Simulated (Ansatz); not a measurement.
Here is the system:

BP:
```
CELL_PARAMETERS angstrom
      0.00000     2.15933     2.15933
      2.15933     0.00000     2.15933
      2.15933     2.15933     0.00000
ATOMIC_POSITIONS crystal
  P  0.00000 0.00000 0.00000
  B  0.50000 0.50000 0.50000
```

This is the PBE-relaxed structure.

Task: All from DFT-PBE in the program Ansatz with PAW potentials, unless another level is named. Give the electronic character.

Result: metallic (no gap).

Task: And the formation energy from the elements (no fitted shifts)?

Result: 0.63 eV/atom.

Task: Give the density of states at the Fermi level.

Result: 0.36 states/eV per atom (mean over ±0.08 eV).

Space group Fm-3m (rock salt). A made-up cell: these elements were put on the sites of a structure type; neither database checked (COD, Materials Project) lists it. It is not the phase usual at ambient conditions (space group No. 216). The cell was relaxed with PBE under the symmetry of its start; whether a distortion lowers the energy is not shown. The references are the lowest solids computed at this level, not always the standard phases.

Potentials: the later of the program's two PAW sets.
